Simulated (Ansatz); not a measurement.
# What DFT gives for NaV3

```
Na V
1.0
     4.85463    0.00000    0.00000
     0.00000    4.85463    0.00000
     0.00000    0.00000    4.85463
Na V
1 3
Direct
  0.00000 0.00000 0.00000
  0.50000 0.00000 0.50000
  0.00000 0.50000 0.50000
  0.50000 0.50000 0.00000
```

The numbers come from plane-wave PAW DFT (Ansatz): PBE, no spin polarisation, 420 eV, 7×7×7 Γ-centred k points, fermi-dirac occupations (width 0.1 eV). Nothing was relaxed.

- Stress: The pressure is -17.1 GPa (compression positive), so with the atoms held at these fractions the cell would first shrink.
- Contacts: Na–V at 3.43 Å: least valence density 0.05 e/Å³ and ELF 0.07 there. V–V at 3.43 Å: least valence density 0.11 e/Å³ and ELF 0.43 there. These are pseudo-fields; inside the PAW spheres they differ from the all-electron ones.
- Charges: Bader charges in e: Na +0.73, V -0.24. In the mean Na gives up most and V takes most.
- Electronic structure: It is a metal, with about 14 states/eV a cell as the mean within 0.25 eV of the Fermi level, mostly V d (92 %).
- Formation energy: 2.31 eV an atom against the elements' usual phases (free molecules for gases, crystals otherwise, with no correction for O₂ or N₂), so at this geometry it isn't bound against them. Relaxing would lower it.

Origin: a known structure type with other elements, at an estimated volume, so it need not be a known compound. Caveats: no spin polarisation, so a magnetic state may lie lower; atoms or cell far from equilibrium.
